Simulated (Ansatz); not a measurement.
**TiGe: start and end of a relaxation**

Recipe of this trial structure of TiGe: random cell by space group and Wyckoff sites (Fd-3m, No. 227). Lengths were set from tabulated atomic sizes, so they are only a guess.

start.cif

```cif
data_structure
_symmetry_space_group_name_H-M 'Fd-3m:1'
_symmetry_Int_Tables_number 227
_cell_length_a 6.5558
_cell_length_b 6.5558
_cell_length_c 6.5558
_cell_angle_alpha 90.000
_cell_angle_beta 90.000
_cell_angle_gamma 90.000
_cell_volume 281.75
loop_
_atom_site_label
_atom_site_type_symbol
_atom_site_symmetry_multiplicity
_atom_site_Wyckoff_symbol
_atom_site_fract_x
_atom_site_fract_y
_atom_site_fract_z
_atom_site_occupancy
Ti1 Ti 8 a 0.25000 0.25000 0.25000 1
Ge1 Ge 8 b 0.25000 0.75000 0.25000 1
```

The calculation used Ansatz, DFT PBE, scalar-relativistic, plane waves, PAW. Cutoff 420 eV, Gaussian smearing, Γ-centred meshes. Cell and atoms relax first on a coarse mesh and then on a finer one. In between, the cell is made exact in the group found at 0.06 Å. In metals the finer mesh still leaves noise of several meV/atom or more. The steps can't lower the symmetry of their start. No spin polarisation.

end.cif

```cif
data_structure
_symmetry_space_group_name_H-M 'Fd-3m:1'
_symmetry_Int_Tables_number 227
_cell_length_a 6.4542
_cell_length_b 6.4542
_cell_length_c 6.4542
_cell_angle_alpha 90.000
_cell_angle_beta 90.000
_cell_angle_gamma 90.000
_cell_volume 268.86
loop_
_atom_site_label
_atom_site_type_symbol
_atom_site_symmetry_multiplicity
_atom_site_Wyckoff_symbol
_atom_site_fract_x
_atom_site_fract_y
_atom_site_fract_z
_atom_site_occupancy
Ti1 Ti 8 b 0.25000 0.75000 0.25000 1
Ge1 Ge 8 a 0.25000 0.25000 0.25000 1
```

The symmetry stays Fd-3m (No. 227). The end has the NaTl (B32) type. The volume per atom shrinks by 4.6 %, from 17.6 to 16.8 Å³. The shortest distance goes from 2.84 Å (Ti–Ge, Ge–Ge and Ti–Ti) to 2.79 Å (Ti–Ge, Ge–Ge and Ti–Ti). The end is written in a standard setting, so origin, axes and order of atoms can differ from the start's.

```json
{"Volume per atom": "16.80 Å³", "Density": "5.95 g/cm³", "Formation energy": "+0.09 eV/atom", "Gap on the 12×12×12 mesh of the 4-atom cell": "0 eV (a metal)"}
```

Formation energies are uncorrected and refer to the elements' standard structures at the same level. A positive value: parting into the elements would lower its energy.

The last run used Gaussian smearing of 0.10 eV. The cell is a metal run without spin; a magnetic state may lie lower. A structure relaxed within its symmetry needn't be a true minimum. In all, the 4 runs took 47 s on 1 thread of Arm Neoverse V1, on a shared host.
